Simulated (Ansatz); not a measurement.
Data:

NbRh₃:
```
CELL_PARAMETERS angstrom
      3.81987     0.00000     0.00000
      0.00000     3.81987     0.00000
      0.00000     0.00000     3.81987
ATOMIC_POSITIONS crystal
  Nb 0.00000 0.00000 0.00000
  Rh 0.00000 0.50000 0.50000
  Rh 0.50000 0.00000 0.50000
  Rh 0.50000 0.50000 0.00000
```

This is the LDA-relaxed structure.

All from DFT-LDA in the program Ansatz with PAW potentials, unless another level is named. Predict the bulk modulus (Birch–Murnaghan fit).

300 GPa.

Next, the highest zone-centre frequency?

6.74 THz.

And the elastic constants (relaxed ions, GPa)?

C11 = 472, C12 = 214, C44 = 210.

Space group Pm-3m (Cu3Au type). The first step of the workflow began from a Materials Project structure, measured or hypothetical; the Crystallography Open Database files this formula in space group No. 221, but the cells were not matched. Whether it is the stable phase at ambient conditions was not checked. Symmetry was held in the LDA relaxation; of distortions, only those at the zone centre were tested. No spin polarisation was allowed. As this level gives no gap, shear constants depend on the k-mesh and smearing (Fermi–Dirac, 0.1 eV here). As this level gives no gap, phonon frequencies hold no LO–TO term and depend on the k-mesh and smearing (Fermi–Dirac, 0.1 eV here).

Potentials: the later of the program's two PAW sets.
